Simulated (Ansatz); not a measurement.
Given:

CdSe:
```yaml
crystal:
  lattice:
    - [4.38292, 0.00000, 0.00000]
    - [-2.19146, 3.79572, 0.00000]
    - [0.00000, 0.00000, 7.15369]
  atoms:
    - { symbol: Cd, position: [0.66667, 0.33333, 0.00048] }
    - { symbol: Cd, position: [0.33333, 0.66667, 0.50048] }
    - { symbol: Se, position: [0.66667, 0.33333, 0.62472] }
    - { symbol: Se, position: [0.33333, 0.66667, 0.12472] }
```

This is the PBE-relaxed structure. Cartesian axes are those of the cell as given.

**Question.** All from plane-wave PAW PBE (Ansatz code), unless another level is named. Estimate the Hill bulk and shear moduli.

**Answer.** 44.6 and 14.7 GPa.

**Question.** Next, the piezoelectric stress constants (proper, relaxed ions, C/m²)?

**Answer.** e15 = e24 = 0.05, e31 = e32 = 0.09, e33 = -0.13.

**Question.** Predict the highest zone-centre frequency (without LO–TO term).

**Answer.** 173 cm⁻¹.

**Question.** What about the elastic constants (relaxed ions, GPa)?

**Answer.** C11 = 65.4, C12 = 37.2, C13 = 30.7, C33 = 73.5, C44 = 12.7.

Space group P6_3mc (wurtzite). Symmetry was held in the PBE relaxation; phonons on a q-mesh show no instability.

Potentials: the later of the program's two PAW sets.
